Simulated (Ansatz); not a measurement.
Polymorphs of Pt, each relaxed with DFT-PBE in the program Ansatz with PAW potentials:

A: R-3m, a = b = 2.7915 Å, c = 41.7954 Å, α = β = 90.00°, γ = 120.00°

B: fcc (Cu type) (Fm-3m), a = b = c = 3.9699 Å, α = β = γ = 90.00°

C: simple cubic (Pm-3m), a = b = c = 2.6236 Å, α = β = γ = 90.00°

D: diamond (Fd-3m), a = b = c = 5.7748 Å, α = β = γ = 90.00°

Question: Order them by energy per atom at 0 K (lowest first) at the level PBE.

Answer: B (+0 meV/atom), A (+14 meV/atom), C (+444 meV/atom), D (+1069 meV/atom)

Constructed cells (a structure type filled with these elements, in neither database checked): C. Typed or built starts, not in the databases checked: A; D. Not the usual ambient phase: A; C; D. All cells were relaxed under the symmetry of their starts (and spin orders); stability against distortions was not tested throughout. Named crystals with no word on spin ran without spin polarisation. Scalar-relativistic: spin–orbit coupling is off unless named, which matters more the heavier the elements.

Energies hold the estimated change up to a 700 eV cutoff; steps of a few meV lie near the error of the meshes.

Potentials: the earlier of the program's two PAW sets.
